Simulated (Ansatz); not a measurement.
**InSb (zinc blende): energy against volume**

InSb (zinc blende), conventional cell a = b = c = 6.557 Å, α = β = γ = 90.00°. The calculation uses the primitive cell of 2 atoms, to which meshes and values per cell refer.

This relaxed cell (volume V₀) is scaled evenly in all directions, its shape held. Symmetry pins the atoms to their sites.

The numbers are results of r2SCAN (plane waves to 500 eV, PAW, scalar-relativistic; Ansatz, a quantum-chemistry and plane-wave program), not measurements. k mesh 12×12×12 (Γ-centred), Fermi-Dirac smearing 0.05 eV. Energies are smeared free energies. Stress and pressure are positive under compression. At this level the bands of InSb touch or barely overlap; measurements give the solid a gap. InSb was relaxed with its symmetry unable to fall. Spin-orbit coupling is left out, though Sb is heavy. The PAW data are Ansatz's earlier set. The zero of ΔE is the relaxed starting cell.

| V/V₀ | ΔE (meV/atom) | P (GPa) |
|---|---|---|
| 0.840 | 171 | 11.5 |
| 0.867 | 112 | 8.8 |
| 0.893 | 68 | 6.4 |
| 0.920 | 36 | 4.4 |
| 0.947 | 15 | 2.7 |
| 0.973 | 4 | 1.3 |
| 1.000 | 0 | 0.0 |
| 1.027 | 3 | -1.1 |
| 1.053 | 12 | -2.0 |
| 1.080 | 26 | -2.8 |
| 1.107 | 45 | -3.4 |
| 1.133 | 67 | -4.0 |
| 1.160 | 92 | -4.5 |

Summary:

| Quantity | Result |
|---|---|
| Pressure at the smallest volume | 11.5 GPa |
| Energy cost of the largest compression | 171 meV/atom |
| Energy cost of the largest expansion | 92 meV/atom |
| Bulk modulus B₀ (third-order Birch-Murnaghan fit) | 43.4 GPa |
| Pressure derivative B₀′ (fit) | 4.8 |
| Equilibrium volume of the fit | 35.25 Å³/atom |
| Pressure for 5 % compression (fit) | 2.5 GPa |

(Under strain, the slope of the energy per volume gives the stress and its curvature an elastic modulus.)
